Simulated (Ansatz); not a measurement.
Relaxed-ion elastic tensor of In (diamond, Fd-3m) in GPa (Voigt order), the program Ansatz at the r²SCAN level (PAW); density 5.27 g/cm³, 36.17 Å³ per atom.

```
      1     2     3      4      5      6
-  ----  ----  ----  -----  -----  -----
1  19.9  31.8  31.8    0.0    0.0    0.0
2  31.8  19.9  31.8    0.0    0.0    0.0
3  31.8  31.8  19.9    0.0    0.0    0.0
4   0.0   0.0   0.0  -13.6    0.0    0.0
5   0.0   0.0   0.0    0.0  -13.6    0.0
6   0.0   0.0   0.0    0.0    0.0  -13.6
```

### Question
Is the crystal mechanically stable?

### Answer
No: the smallest eigenvalue of C is -13.6 GPa.

The start of the workflow was typed in or built on a structure type; neither database checked (COD, Materials Project) lists it. It is not the phase usual at ambient conditions (space group No. 139). The cell was relaxed with r²SCAN under the symmetry of its start. At this level the phase is mechanically unstable. As this level gives no gap, shear constants depend on the k-mesh and smearing (Fermi–Dirac, 0.1 eV here).

Potentials: the later of the program's two PAW sets.
